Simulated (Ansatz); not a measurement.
Given:

NbTe2:
```cif
data_NbTe2
_chemical_formula_sum 'Nb1 Te2'
_space_group_name_H-M_alt 'P-3m1'
_space_group_IT_number 164
_space_group_name_Hall '-P 3 2"'
_cell_length_a 3.63119
_cell_length_b 3.63119
_cell_length_c 6.69807
_cell_angle_alpha 90.000
_cell_angle_beta 90.000
_cell_angle_gamma 120.000
loop_
_atom_site_label
_atom_site_type_symbol
_atom_site_symmetry_multiplicity
_atom_site_Wyckoff_symbol
_atom_site_fract_x
_atom_site_fract_y
_atom_site_fract_z
_atom_site_occupancy
Nb1 Nb 1 a 0.00000 0.00000 0.00000 1
Te1 Te 2 d 0.33333 0.66667 0.27318 1
```

This is the PBEsol-relaxed structure.

### Question
All from PBEsol in the plane-wave PAW code Ansatz, unless another level is named. Give the electronic character.

### Answer
metallic (no gap).

### Question
Next, the formation energy from the elements (no fitted shifts)?

### Answer
-0.44 eV/atom.

### Question
What about the density of states at the Fermi level?

### Answer
0.72 states/eV per atom (mean over ±0.08 eV).

The first step of the workflow began from a Materials Project structure, measured or hypothetical; the Crystallography Open Database copy checked does not list it. COD files the formula under space group No. 12, so this cell is another polymorph or a model. Its standing as an ambient phase is unchecked. Symmetry was held in the PBEsol relaxation; of distortions, only those at the zone centre were tested. The workflow began spin-polarised and lost its moments. The cell computed holds one magnetic atom, so no antiferromagnetic order was within reach. A crystal of weakly bound layers computed without a dispersion correction: the cell and the soft elastic constants depend strongly on that. The references are the lowest solids computed at this level, not always the standard phases. Scalar-relativistic: spin–orbit coupling is off unless named, which matters more the heavier the elements.

Potentials: the later of the program's two PAW sets.
